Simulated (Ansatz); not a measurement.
CuO (NiAs type, space group No. 194) under volume change, the program Ansatz at the PBE level (PAW), shape and atoms relaxed at each volume.

```
V (Å³/atom)  E − E(relaxed) (meV/atom)  P (GPa)
-----------  -------------------------  -------
8.821                                …        …
9.112                             20.8    12.12
9.403                              4.9     5.56
9.694                              0.0     0.00
9.984                                …        …
10.275                            16.6    -8.68
10.566                            35.5   -12.02
```

Complete the blanks.


- 9.984, E − E(relaxed) (meV/atom): 4.4
- 9.984, P (GPa): -4.71
- 8.821, E − E(relaxed) (meV/atom): 49.6
- 8.821, P (GPa): 19.88

What does a third-order Birch–Murnaghan fit give for V₀, B₀ and B′?

V₀ = 9.69 Å³/atom, B₀ = 170 GPa, B′ = 4.6.

Space group P6_3/mmc (NiAs type). A made-up cell: these elements were put on the sites of a structure type; neither database checked (COD, Materials Project) lists it. It is not the phase usual at ambient conditions (space group No. 15). The cell was relaxed with PBE under the symmetry of its start; its stability against distortions is not shown here. The run is not spin-polarised. No Hubbard U is applied.

Potentials: the later of the program's two PAW sets.
